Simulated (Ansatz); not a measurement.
The cell below belongs to a search over invented structures; it isn't taken from experiment.

Input and command of a plane-wave DFT calculation in Ansatz:

```yaml
crystal:
  lattice:
    - [4.0024337418, -2.967e-07, 0.0]
    - [-2.0012166139, 3.4662094458, 0.0]
    - [0.0, 0.0, 30.40672]
  atoms:
    - { symbol: Zn, position: [0.3333333333, 0.6666666667, 0.3251636842] }
    - { symbol: Zn, position: [0.6666666667, 0.3333333333, 0.260412225] }
    - { symbol: Se, position: [0.6666666667, 0.3333333333, 0.3498882087] }
    - { symbol: S, position: [0.3333333333, 0.6666666667, 0.2425649494] }
  periodic: [true, true, false]
basis:
  ecutwfc: 420
kpoints:
  mp_grid: { grid: [12, 12, 1] }
hamiltonian:
  xc: pbe
scf:
  occupations: { method: gaussian, width: 0.02 }
output:
  forces: true
  stress: true
  eigenvalues: true
  write_density: true
  write_potential: true
  elf: true
  volumetric_format: npy
relax:
  adjacent_minimum: "off"
  f_tol: 0.01
  max_steps: 80
  cell: { stress_2d_tol: 0.02 }
```

```bash
ansatz run input.yaml --threads 1 --pin off --max-ram 2560MiB --backend cpu --events-out ev --progress --plain --runs-dir out
```

Processor: Arm Neoverse V1, 1 thread, on a host shared with other jobs.

Estimate time, memory and problem size.

About 2.1 min, peak memory 0.61 GiB. It solves 28 bands at 19 k points (after reduction by symmetry) with about 8297 plane waves (on the last cell), in 26 SCF iterations over 4 ionic steps.
